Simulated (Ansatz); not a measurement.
# HfSi: computed property card

HfSi:
```cif
data_HfSi
_chemical_formula_sum 'Hf1 Si1'
_space_group_name_H-M_alt 'P-6m2'
_space_group_IT_number 187
_space_group_name_Hall 'P -6 2'
_cell_length_a 3.12521
_cell_length_b 3.12521
_cell_length_c 4.30367
_cell_angle_alpha 90.000
_cell_angle_beta 90.000
_cell_angle_gamma 120.000
loop_
_atom_site_label
_atom_site_type_symbol
_atom_site_symmetry_multiplicity
_atom_site_Wyckoff_symbol
_atom_site_fract_x
_atom_site_fract_y
_atom_site_fract_z
_atom_site_occupancy
Hf1 Hf 1 a 0.00000 0.00000 0.00000 1
Si1 Si 1 f 0.66667 0.33333 0.50000 1
```

Space group P-6m2 (No. 187); conventional cell a = 3.125 Å, b = 3.125 Å, c = 4.304 Å, α = 90.00°, β = 90.00°, γ = 120.00°.

Method: DFT-PBE in the program Ansatz with PAW potentials. The cell and atoms are relaxed at this level. Other levels are named where they apply.

### Cell and energy

Volume per atom: 18.20 Å³
Density: 9.42 g/cm³
Formation energy from the elements (no fitted shifts): -35 kJ/mol of atoms

### Electronic structure

* **Electronic character**: metallic (no gap)
* **Density of states at the Fermi level**: 0.81 states/eV per atom (mean over ±0.08 eV)

### Mechanics

- Bulk modulus (Birch–Murnaghan fit): 117 GPa
- Pressure derivative B′: 3.2

The cell is a constructed one: a structure type filled with these elements; neither database checked (COD, Materials Project) lists it. COD files the formula under space group No. 62, so this cell is another polymorph or a model. Its standing as an ambient phase is unchecked. The PBE relaxation kept the symmetry of its start; whether a distortion lowers the energy is not shown. The run is not spin-polarised. The references are the lowest solids computed at this level, not always the standard phases. Spin–orbit coupling is left out wherever it is not named.

Potentials: the later of the program's two PAW sets.
